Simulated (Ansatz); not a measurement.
As:
```cif
data_As8
_chemical_formula_sum 'As8'
_space_group_name_H-M_alt 'Cmce'
_space_group_IT_number 64
_space_group_name_Hall '-C 2ac 2'
_cell_length_a 3.64811
_cell_length_b 11.39604
_cell_length_c 4.74107
_cell_angle_alpha 90.000
_cell_angle_beta 90.000
_cell_angle_gamma 90.000
loop_
_atom_site_label
_atom_site_type_symbol
_atom_site_symmetry_multiplicity
_atom_site_Wyckoff_symbol
_atom_site_fract_x
_atom_site_fract_y
_atom_site_fract_z
_atom_site_occupancy
As1 As 8 f 0.00000 0.39569 0.42625 1
```
(The calculation used a cell of 4 atoms; values per cell refer to that cell.)

Relaxed with r²SCAN.

Question: Which orbitals make up the states near the band edges in plane-wave PAW r²SCAN (Ansatz code)?

Answer: Top 1 eV of the valence band: As 4p 88 %, As 4s 10 %. Bottom 1 eV of the conduction band: As 4p 80 %, As 4s 15 %. Projections are on Löwdin-orthogonalised atomic valence shells; empty p or d shells of many metals are not among them.

Question: Tabulate the density of states.

Answer: States/eV per cell of 4 atoms, in 0.25 eV bins, energy from the valence-band maximum.

```csv
E (eV),total,As 4p,As 4s
-7.85,0.47,0.12,0.35
-7.60,0.42,0.10,0.32
-7.35,0.37,0.08,0.29
-7.10,0.35,0.07,0.28
-6.85,0.21,0.04,0.17
-6.60,0.06,0.01,0.05
-6.35,0.00,0.00,0.00
-6.10,0.00,0.00,0.00
-5.85,0.15,0.14,0.01
-5.60,1.02,0.97,0.05
-5.35,2.24,2.09,0.13
-5.10,2.33,2.17,0.14
-4.85,2.42,2.27,0.12
-4.60,2.96,2.81,0.12
-4.35,2.70,2.54,0.13
-4.10,2.07,1.90,0.15
-3.85,1.87,1.70,0.15
-3.60,2.40,2.21,0.16
-3.35,2.97,2.75,0.18
-3.10,2.92,2.70,0.19
-2.85,2.27,2.12,0.13
-2.60,2.09,1.93,0.13
-2.35,2.34,2.10,0.20
-2.10,2.81,2.51,0.25
-1.85,3.54,3.16,0.32
-1.60,3.11,2.74,0.32
-1.35,2.53,2.23,0.26
-1.10,1.41,1.25,0.14
-0.85,1.10,0.97,0.11
-0.60,0.59,0.52,0.06
-0.35,0.16,0.14,0.02
-0.10,0.04,0.03,0.00
0.15,0.00,0.00,0.00
0.40,0.06,0.05,0.01
0.65,0.76,0.60,0.13
0.90,1.11,0.90,0.16
1.15,1.61,1.31,0.21
1.40,2.00,1.65,0.24
1.65,2.68,2.22,0.29
1.90,2.80,2.33,0.26
2.15,3.26,2.71,0.26
2.40,3.28,2.69,0.24
2.65,3.92,3.37,0.21
2.90,3.54,3.06,0.20
3.15,3.01,2.58,0.17
3.40,2.92,2.49,0.16
3.65,2.39,2.06,0.10
3.90,2.38,2.05,0.08
4.15,2.55,2.12,0.10
4.40,2.07,1.72,0.08
4.65,1.69,1.42,0.06
4.90,1.80,1.50,0.07
```

The workflow started from a Materials Project entry (that database holds measured and hypothetical structures alike); the Crystallography Open Database files this formula in space group No. 64, but the cells were not matched. It is not the phase usual at ambient conditions (space group No. 166). Symmetry was held in the r²SCAN relaxation; whether a distortion lowers the energy is not shown. A crystal of weakly bound layers computed without a dispersion correction: the cell and the soft elastic constants depend strongly on that. Spin–orbit coupling is left out wherever it is not named.

Potentials: the later of the program's two PAW sets.
